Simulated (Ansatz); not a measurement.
Input, command and steps of an Ansatz relaxation.

```yaml
crystal:
  lattice:
    - [5.2022938141, 3.003545734, 4.0577862314]
    - [-5.2022938141, 3.003545734, 4.0577862314]
    - [0.0, -6.007091468, 4.0577862314]
  atoms:
    - { symbol: Te, position: [0.2813087593, 0.2813087593, 0.2813087593] }
    - { symbol: Te, position: [0.7186912407, 0.7186912407, 0.7186912407] }
    - { symbol: Te, position: [0.8869925207, 0.6167247102, 0.2397062934] }
    - { symbol: Te, position: [0.2397062934, 0.8869925207, 0.6167247102] }
    - { symbol: Te, position: [0.6167247102, 0.2397062934, 0.8869925207] }
    - { symbol: Te, position: [0.1130074793, 0.3832752898, 0.7602937066] }
    - { symbol: Te, position: [0.7602937066, 0.1130074793, 0.3832752898] }
    - { symbol: Te, position: [0.3832752898, 0.7602937066, 0.1130074793] }
    - { symbol: Mo, position: [0.950990085, 0.2509532026, 0.08139198] }
    - { symbol: Mo, position: [0.08139198, 0.950990085, 0.2509532026] }
    - { symbol: Mo, position: [0.2509532026, 0.08139198, 0.950990085] }
    - { symbol: Mo, position: [0.049009915, 0.7490467974, 0.91860802] }
    - { symbol: Mo, position: [0.91860802, 0.049009915, 0.7490467974] }
    - { symbol: Mo, position: [0.7490467974, 0.91860802, 0.049009915] }
basis:
  ecutwfc: 420
kpoints:
  mp_grid: { grid: [6, 6, 6] }
hamiltonian:
  xc: pbesol
scf:
  occupations: { method: gaussian, width: 0.1 }
output:
  forces: true
  stress: true
  eigenvalues: true
relax:
  adjacent_minimum: "off"
  f_tol: 0.01
  max_steps: 30
  cell: { stress_tol: 0.1, fix: [volume] }
```

```bash
ansatz run input.yaml --threads 4 --pin off --max-ram 10240MiB --backend cpu --events-out ev --progress --plain --runs-dir out
```

These are results of Ansatz, DFT PBEsol, scalar-relativistic, plane waves, PAW, not measurements.

The volume is held at 1.1 times that of the relaxed cell.

Of 5 frames 4 are shown, positions in Å and forces in eV/Å; the SCF threshold varies from step to step. Steps run on the plane waves of an earlier cell, with a Pulay correction in the pressure. The basis is chosen afresh for the last frame, the zero of the energies, and at times for earlier ones too; energy and pressure can step there, also at an unchanged geometry. Where two frames share a geometry here, they differ by under 2 meV/atom and 0.3 GPa. The mark taken_back stands on steps that the optimiser undid.

```xyz
14
Lattice="5.2023 3.0035 4.0578 -5.2023 3.0035 4.0578 0.0000 -6.0071 4.0578" Properties=species:S:1:pos:R:3:forces:R:3 pbc="T T T" step=1 free_energy_over_end_meV_per_atom=8.06 pressure_GPa=-5.38
Te    0.0000    0.0000    3.4245    0.0000    0.0000   -0.5435
Te    0.0000    0.0000    8.7489    0.0000    0.0000    0.5435
Te    1.4060    3.0765    7.0744   -0.0797    0.3844    0.0558
Te   -3.3674   -0.3206    7.0744   -0.2931   -0.2612    0.0558
Te    1.9614   -2.7559    7.0744    0.3728   -0.1232    0.0558
Te   -1.4060   -3.0765    5.0989    0.0797   -0.3844   -0.0558
Te    3.3674    0.3206    5.0989    0.2931    0.2612   -0.0558
Te   -1.9614    2.7559    5.0989   -0.3728    0.1232   -0.0558
Mo    3.6418    3.1212    5.2075    0.3878   -0.0364   -0.2076
Mo   -4.5239    1.5933    5.2075   -0.1624    0.3540   -0.2076
Mo    0.8821   -4.7145    5.2075   -0.2254   -0.3176   -0.2076
Mo   -3.6418   -3.1212    6.9659   -0.3878    0.0364    0.2076
Mo    4.5239   -1.5933    6.9659    0.1624   -0.3540    0.2076
Mo   -0.8821    4.7145    6.9659    0.2254    0.3176    0.2076
14
Lattice="5.2121 3.0092 4.0425 -5.2121 3.0092 4.0425 0.0000 -6.0184 4.0425" Properties=species:S:1:pos:R:3:forces:R:3 pbc="T T T" step=2 free_energy_over_end_meV_per_atom=22.91 pressure_GPa=1.74 taken_back
Te    0.0000    0.0000    3.2984    0.0000    0.0000    1.0437
Te    0.0000    0.0000    8.8291    0.0000    0.0000   -1.0437
Te    1.4677    3.2216    7.0238    0.1612   -0.6905   -0.1251
Te   -3.5238   -0.3398    7.0238    0.5174    0.4848   -0.1251
Te    2.0561   -2.8818    7.0238   -0.6786    0.2057   -0.1251
Te   -1.4677   -3.2216    5.1037   -0.1612    0.6905    0.1251
Te    3.5238    0.3398    5.1037   -0.5174   -0.4848    0.1251
Te   -2.0561    2.8818    5.1037    0.6786   -0.2057    0.1251
Mo    3.6922    3.0817    5.1431   -0.8678   -0.1155    0.4668
Mo   -4.5149    1.6566    5.1431    0.5340   -0.6938    0.4668
Mo    0.8228   -4.7384    5.1431    0.3339    0.8093    0.4668
Mo   -3.6922   -3.0817    6.9844    0.8678    0.1155   -0.4668
Mo    4.5149   -1.6566    6.9844   -0.5340    0.6938   -0.4668
Mo   -0.8228    4.7384    6.9844   -0.3339   -0.8093   -0.4668
14
Lattice="5.2070 3.0063 4.0504 -5.2070 3.0063 4.0504 0.0000 -6.0126 4.0504" Properties=species:S:1:pos:R:3:forces:R:3 pbc="T T T" step=3 free_energy_over_end_meV_per_atom=0.06 pressure_GPa=-3.04
Te    0.0000    0.0000    3.3819    0.0000    0.0000   -0.0524
Te    0.0000    0.0000    8.7693    0.0000    0.0000    0.0524
Te    1.4375    3.1344    7.0553   -0.0152    0.0240    0.0144
Te   -3.4332   -0.3223    7.0553   -0.0132   -0.0252    0.0144
Te    1.9958   -2.8121    7.0553    0.0284    0.0012    0.0144
Te   -1.4375   -3.1344    5.0958    0.0152   -0.0240   -0.0144
Te    3.4332    0.3223    5.0958    0.0132    0.0252   -0.0144
Te   -1.9958    2.8121    5.0958   -0.0284   -0.0012   -0.0144
Mo    3.6597    3.0983    5.1842    0.0382   -0.0034   -0.0305
Mo   -4.5131    1.6203    5.1842   -0.0162    0.0348   -0.0305
Mo    0.8534   -4.7186    5.1842   -0.0220   -0.0314   -0.0305
Mo   -3.6597   -3.0983    6.9670   -0.0382    0.0034    0.0305
Mo    4.5131   -1.6203    6.9670    0.0162   -0.0348    0.0305
Mo   -0.8534    4.7186    6.9670    0.0220    0.0314    0.0305
14
Lattice="5.2056 3.0054 4.0527 -5.2056 3.0054 4.0527 0.0000 -6.0109 4.0527" Properties=species:S:1:pos:R:3:forces:R:3 pbc="T T T" step=5 free_energy_over_end_meV_per_atom=0.00 pressure_GPa=-2.84
Te    0.0000    0.0000    3.3767    0.0000    0.0000    0.0020
Te    0.0000    0.0000    8.7813    0.0000    0.0000   -0.0020
Te    1.4377    3.1353    7.0600   -0.0019   -0.0025    0.0013
Te   -3.4341   -0.3226    7.0600    0.0031   -0.0004    0.0013
Te    1.9964   -2.8127    7.0600   -0.0012    0.0029    0.0013
Te   -1.4377   -3.1353    5.0980    0.0019    0.0025   -0.0013
Te    3.4341    0.3226    5.0980   -0.0031    0.0004   -0.0013
Te   -1.9964    2.8127    5.0980    0.0012   -0.0029   -0.0013
Mo    3.6594    3.0966    5.1844    0.0005   -0.0020   -0.0021
Mo   -4.5114    1.6209    5.1844    0.0015    0.0014   -0.0021
Mo    0.8520   -4.7174    5.1844   -0.0020    0.0006   -0.0021
Mo   -3.6594   -3.0966    6.9736   -0.0005    0.0020    0.0021
Mo    4.5114   -1.6209    6.9736   -0.0015   -0.0014    0.0021
Mo   -0.8520    4.7174    6.9736    0.0020   -0.0006    0.0021
```

The run took 78 s on 4 threads of Intel(R) Xeon(R) 6975P-C (Granite Rapids), with other jobs on the host, peak memory 2.2 GiB.